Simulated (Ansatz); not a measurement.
Input and command of a calculation in Ansatz (plane waves; scalar-relativistic PAW potentials unless the input names others):

```yaml
crystal:
  lattice:
    - [1.7376407767, 1.0032273702, 6.4554466287]
    - [-1.7376407767, 1.0032273702, 6.4554466287]
    - [0.0, -2.0064547403, 6.4554466287]
  atoms:
    - { symbol: As, position: [0.0, 0.0, 0.0] }
    - { symbol: S, position: [0.742161138, 0.742161138, 0.742161138] }
    - { symbol: S, position: [0.257838862, 0.257838862, 0.257838862] }
basis:
  ecutwfc: 420
  ecutrho_ratio: 6
kpoints:
  mp_grid: { grid: [18, 18, 18] }
hamiltonian:
  xc: pbe
  dispersion: d3bjatm
scf:
  occupations: { method: gaussian, width: 0.1 }
output:
  forces: true
  eigenvalues: true
  stress: true
```

```bash
ansatz run input.yaml --threads 1 --pin off --max-ram 2560MiB --backend cpu --events-out ev --progress --plain --runs-dir out
```

Abridged log:
```
Pseudopotentials: kind: paw
Pseudopotential: As, paw, valence charge 15, recommended cutoff 420 eV (normal)
Pseudopotential: S, paw, valence charge 6, recommended cutoff 420 eV (normal)
Functional definition: PBE
Crystal: 3 atoms, lattice volume = 67.521 Å³
Basis set: ecut = 420 eV, 1311 PW (Γ), FFT grids on a1−a3, a2−a3, a3, exchange–correlation on 60×60×120 points (8 copies of the dense FFT grid, shifted against one another)
Bands: 18, of which v1, the nominal top of the filled ones, is band 14 counted from 1 (13 counted from 0)
Symmetry: 12 space group operations
Space group: R-3m (ITA 166), of the structure as read, at distance tolerance 4.1e-5 Å
k-points: 580 of 5832
Initial density: superposition of atomic densities (neutral atoms: chi_scale 0, normalization atom), corrected by the library's trained network
Initial wavefunctions: pseudopotential atomic-orbital guess
Functional: x = pbe(κ = 0.804, μ = 0.21951497), c = pbe(β = 0.06672455)
SCF iter   1: F=—  HF=-6661.012916 eV  |F-HF|=—  |Δ(HF+E_count)|=         —  Δρ=2.03e-3  dr2=2.11e-3  ethr=1.77e-3  ⟨swp⟩=5.8  Hψ=53520  notcnv=0
SCF iter   2: F=—  HF=-6661.013075 eV  |F-HF|=—  |Δ(HF+E_count)|=   1.59e-4  Δρ=5.77e-4  dr2=2.80e-4  ethr=7.80e-6  ⟨swp⟩=2.0  Hψ=19896  notcnv=0
SCF iter   3: F=—  HF=-6661.013087 eV  |F-HF|=—  |Δ(HF+E_count)|=   1.17e-5  Δρ=2.66e-4  dr2=8.89e-5  ethr=1.04e-6  ⟨swp⟩=2.0  Hψ=15084  notcnv=0
SCF iter   4: F=—  HF=-6661.013060 eV  |F-HF|=—  |Δ(HF+E_count)|=   2.66e-5  Δρ=8.00e-5  dr2=7.09e-6  ethr=3.29e-7  ⟨swp⟩=2.1  Hψ=13393  notcnv=0
SCF iter   5: F=—  HF=-6661.013059 eV  |F-HF|=—  |Δ(HF+E_count)|=   1.68e-6  Δρ=2.35e-5  dr2=5.34e-7  ethr=2.63e-8  ⟨swp⟩=2.0  Hψ=18213  notcnv=0
SCF iter   6: F=-6661.013058 eV  HF=-6661.013058 eV  |F-HF|=1.48e-8  |Δ(HF+E_count)|=   2.90e-7  Δρ=5.04e-6  dr2=3.04e-8  ethr=3.70e-10  ⟨swp⟩=6.5  Hψ=51989  notcnv=0
SCF 1 converged in 6 iterations: F = -6661.013058 eV  dr2 = 3.04e-8
SCF converged after 6 iterations
Free energy (F): -6661.013058 eV
Harris-Foulkes:  -6661.013058 eV  (|F-HF|=1.48e-8)
Internal energy: -6661.004649 eV  (E = F + TS)
E sigma→0 (E₀):  -6661.008854 eV
Entropy (-TS):   -0.008409 eV (-2.803 meV/atom)
Fermi energy:    6.098369 eV
  E_disp       = -0.889078  (pairwise vdW)
--- Forces (eV/Å), atoms counted from 1 ---
  atom   1  As     0.00000000     0.00000000     0.00000000
  atom   2  S      0.00000000     0.00000000    -0.01789534
  atom   3  S      0.00000000     0.00000000     0.01789534
--- Stress (GPa, compression-positive) ---
       -2.104498       0.000000       0.000000
        0.000000      -2.104498       0.000000
        0.000000       0.000000      -1.776633
  P = ⅓ Tr σ = -1.9952 GPa (-19.952 kbar)
```

Apart from outputs, empty bands and the relaxation, which only the reference makes, the input differs from a reference run on usual settings in basis.ecutrho_ratio: not typed → 6; hamiltonian.dispersion: not typed → "d3bjatm". The reference, at the same geometry, ended its own course with pressure -0.01 GPa, largest force 0.006 eV/Å, no gap on the mesh. This run converged in 6 SCF iterations with an energy at zero smearing 296 meV/atom below the reference's (the Hamiltonian itself differs), pressure -2.00 GPa, largest force 0.018 eV/Å, no gap on the mesh.

It took 15 s on 1 thread of Intel(R) Xeon(R) 6975P-C (Granite Rapids), on a shared host, peak memory 0.85 GiB.